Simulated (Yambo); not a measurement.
Excitons in Rb₂SiF₆

```
CELL_PARAMETERS angstrom
      0.00000     4.17664     4.17664
      4.17664     0.00000     4.17664
      4.17664     4.17664     0.00000
ATOMIC_POSITIONS crystal
  F  0.79623 0.20377 0.79623
  F  0.20377 0.79623 0.20377
  F  0.79623 0.20377 0.20377
  F  0.20377 0.79623 0.79623
  F  0.79623 0.79623 0.20377
  F  0.20377 0.20377 0.79623
  Si 0.00000 0.00000 0.00000
  Rb 0.75000 0.75000 0.75000
  Rb 0.25000 0.25000 0.25000
```

The geometry is that of Materials Project entry mp-10492, symmetrised and not relaxed again.

BSE in Yambo on PBEsol (pw.x of Quantum ESPRESSO, ONCV potentials, no spin-orbit coupling) bands: 4×4×4 mesh, 17 valence and 7 conduction bands, static screening with 85 bands and a 3 Ry block, scissor 4.14 eV, Tamm-Dancoff; field along x.

| state | energy (eV) | states within 2 meV | relative strength | class | main transitions |
|---|---|---|---|---|---|
| 1 | 9.86 | 3 | < 0.01 | dark | several band pairs |
| 2 | 10.56 | 6 | 1.00 | strong | several band pairs |
| 3 | 10.82 | 3 | < 0.01 | dark | several band pairs |
| 4 | 11.10 | 1 | < 0.01 | dark | VB → CB (96 %) |
| 5 | 11.12 | 2 | < 0.01 | dark | several band pairs |
| 6 | 11.15 | 3 | < 0.01 | weak | several band pairs |
| 7 | 11.17 | 3 | < 0.01 | dark | several band pairs |

These are vertical excitations (zero momentum). The direct quasiparticle gap on this mesh is 11.53 eV; counted from there, state 1 is bound by 1.67 eV. Convergence with the mesh was not shown.

Spin singlets only. Strengths are relative to the strongest of the lowest states of this run; strong means a line over 3 % of the spectrum's maximum, dark under 0.03 %. Absolute energies carry the error of the G0W0 scissor, whose convergence isn't established.

The structure is a Materials Project entry; no match was found in the copy of COD used, and its stability was not checked.
